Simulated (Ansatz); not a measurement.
The cell is COD entry 9008822, as deposited and not checked against the literature; nothing was relaxed. The listed cell was then made from it by scaling, straining or moving an atom.

SrMg: DFT, LDA, all-electron LAPW, scalar-relativistic (Ansatz 0.2.0). What sets it apart from a plain run of this crystal: volume scaled by 0.96.

Command: `ansatz run input.yaml --threads 1 --pin off --max-ram 3072MiB --backend cpu --events-out ev --progress --plain --runs-dir out` The run took 7.1 s on 1 thread of Arm Neoverse V1 (shared host), peak memory 0.25 GiB.

```yaml
crystal:
  lattice:
    - [3.847290836, 0.0, 0.0]
    - [0.0, 3.847290836, 0.0]
    - [0.0, 0.0, 3.847290836]
  atoms:
    - { symbol: Sr, position: [0.5, 0.5, 0.5] }
    - { symbol: Mg, position: [0.0, 0.0, 0.0] }
kpoints:
  mp_grid: { grid: [9, 9, 9] }
  band_path:
    path:
      - [0.0, 0.0, 0.0]
      - [0.0, 0.5, 0.0]
      - [0.5, 0.5, 0.0]
      - [0.0, 0.0, 0.0]
      - [0.5, 0.5, 0.5]
      - [0.0, 0.5, 0.0]
      - [0.5, 0.5, 0.5]
      - [0.5, 0.5, 0.0]
    npoints: 5
scf:
  occupations: { method: fermi_dirac, width: 0.05 }
hamiltonian:
  xc: lda
  pseudopotentials: { kind: all_electron, lapw: { basis_error: 0.0005 } }
output:
  forces: true
  stress: true
  eigenvalues: true
```

Output (standing set-up lines are left out):

```
LAPW: plane waves up to 5.729 Å⁻¹, error target 5.0e-4 eV per atom; small_component_spin mean_spin; Mg in spheres of 1.563 Å, 10 of its electrons in bands, Dirac shells []; Sr in spheres of 1.769 Å, 20 of its electrons in bands, Dirac shells []
Crystal: 2 atoms, lattice volume = 56.946 Å³
Basis set: ecut = 125.03546014366076 eV, 179 PW (Γ), exchange–correlation at level 2
Space group: Pm-3m (ITA 221), of the structure as read, at distance tolerance 3.8e-5 Å
iter 1 solved again at ethr=7.94e-5 eV; its pass at ethr=1.00e-1 eV (dr2=2.38e-2 eV) is discarded
SCF iter   1: F=—  HF=-91848.615011 eV  |F-HF|=—  |Δ(HF+E_count)|=         —  Δρ=6.31e-3  dr2=2.38e-2  ethr=7.94e-5  ⟨swp⟩=3.1  Hψ=4473  notcnv=0
preconditioner: auto → Kerker (q_TF=auto, 2.452 Å⁻¹)  [metal: Δε(μ)=0.013 eV  Ē_g=4.195 eV  σ=0.050 eV  W_gap=0.06  n_scr=18 (ndim 8)  ℏωp=9.8 eV  f_vac=0.000  D(μ)=1.38/eV (n_scr^D=6)]
SCF iter   2: F=—  HF=-91848.599149 eV  |F-HF|=—  |Δ(HF+E_count)|=   1.59e-2  Δρ=4.18e-3  dr2=1.04e-2  ethr=7.94e-5  ⟨swp⟩=2.1  Hψ=2097  notcnv=0
SCF iter   3: F=—  HF=-91848.597297 eV  |F-HF|=—  |Δ(HF+E_count)|=   1.85e-3  Δρ=1.80e-3  dr2=2.19e-3  ethr=3.47e-5  ⟨swp⟩=2.1  Hψ=2056  notcnv=0
SCF iter   4: F=—  HF=-91848.597780 eV  |F-HF|=—  |Δ(HF+E_count)|=   4.83e-4  Δρ=6.42e-4  dr2=3.25e-4  ethr=7.31e-6  ⟨swp⟩=2.0  Hψ=2011  notcnv=0
iter 5 solved again at ethr=4.21e-8 eV; its pass at ethr=1.08e-6 eV (dr2=1.26e-5 eV) is discarded
SCF iter   5: F=—  HF=-91848.597774 eV  |F-HF|=—  |Δ(HF+E_count)|=   5.75e-6  Δρ=1.16e-4  dr2=1.26e-5  ethr=4.21e-8  ⟨swp⟩=2.0  Hψ=3353  notcnv=0
SCF iter   6: F=—  HF=-91848.597771 eV  |F-HF|=—  |Δ(HF+E_count)|=   3.19e-6  Δρ=4.44e-5  dr2=1.83e-6  ethr=4.21e-8  ⟨swp⟩=2.0  Hψ=2009  notcnv=0
SCF iter   7: F=—  HF=-91848.597770 eV  |F-HF|=—  |Δ(HF+E_count)|=   5.87e-7  Δρ=2.49e-5  dr2=5.79e-7  ethr=6.09e-9  ⟨swp⟩=2.0  Hψ=2009  notcnv=0
SCF iter   8: F=-91848.597770 eV  HF=-91848.597770 eV  |F-HF|=8.87e-8  |Δ(HF+E_count)|=   5.72e-8  Δρ=7.80e-6  dr2=8.16e-8  ethr=1.93e-9  ⟨swp⟩=2.0  Hψ=2009  notcnv=0
SCF 1 converged in 8 iterations: F = -91848.597770 eV  dr2 = 8.16e-8
NSCF: frozen V_eff on 36 k-points
SCF converged after 8 iterations
Free energy (F): -91848.597770 eV
Harris-Foulkes:  -91848.597770 eV  (|F-HF|=8.87e-8)
Internal energy: -91848.586997 eV  (E = F + TS)
E sigma→0 (E₀):  -91848.592384 eV
Entropy (-TS):   -0.010773 eV (-5.387 meV/atom)
Fermi energy:    8.091295 eV
--- Per-component energies (eV) ---
  E_band       = -1569.541547
  E_kinetic    = 94390.631841
  E_xc         = -3187.696021
  E_electrostatic = -183051.522817  (all electrons and nuclei)
  E_smearing   = -0.010773  (= −TS)
  E_closure    = 0.000000  (closes the sum)
  E_atoms      = -91844.920121  (free atoms, spherical and without spin; not in F)
  Σ components = -91848.597770   (vs F -91848.597770, Δ=0.00e0)
  Basis errors (estimates in eV, not in F): energy 1.5e-4 per atom: plane waves 1.4e-4 (7.3e-5 summed), levels above the bands 2.0e-34, relativity 7.5e-10, radial functions 1.4e-5, core shells 4.0e-7; eigenvalues (radial functions only) 1.1e-6; not estimated: angular momenta, meshes, grids; target (lapw.basis_error) 5.0e-4; muffin-tin radii Mg 1.563 Å, Sr 1.769 Å
--- Forces (eV/Å), atoms counted from 1 ---
  atom   1  Sr     0.00000000     0.00000000     0.00000000
  atom   2  Mg    -0.00000000    -0.00000000    -0.00000000
  max |Σ_I F_I| component: 2.63e-31 eV/Å
--- Stress (GPa, compression-positive) ---
        4.966219       0.000000       0.000000
        0.000000       4.966219       0.000000
        0.000000       0.000000       4.966219
  P = ⅓ Tr σ = 4.9662 GPa (49.662 kbar)
--- Band table (eV; the first three rows and the last of 35) ---
  k-point 0: bands = ["-114.3604", "-114.3604", "-114.3573", "-114.3573", "-114.3573", "-66.9144", "-34.3363", "-34.3363", "-34.3363", "-27.2998", "-9.2717", "-9.2717", "-9.2717", "2.7386", "8.6562", "8.6562", "12.6806", "12.6806", "12.6806"]
  k-point 1: bands = ["-114.3604", "-114.3604", "-114.3573", "-114.3573", "-114.3573", "-66.9144", "-34.3366", "-34.3363", "-34.3363", "-27.2973", "-9.3148", "-9.2680", "-9.2680", "2.9025", "8.5720", "8.7458", "12.0742", "12.0742", "12.4260"]
  k-point 2: bands = ["-114.3604", "-114.3604", "-114.3573", "-114.3573", "-114.3573", "-66.9144", "-34.3371", "-34.3363", "-34.3363", "-27.2909", "-9.4214", "-9.2585", "-9.2585", "3.3725", "8.1087", "8.9993", "11.3493", "11.3493", "12.4061"]
  k-point 34: bands = ["-114.3604", "-114.3604", "-114.3573", "-114.3573", "-114.3573", "-66.9142", "-34.3378", "-34.3378", "-34.3378", "-27.2400", "-9.5117", "-9.5099", "-9.5099", "6.9277", "7.2844", "7.2844", "9.7670", "11.7273", "11.9796"]
```
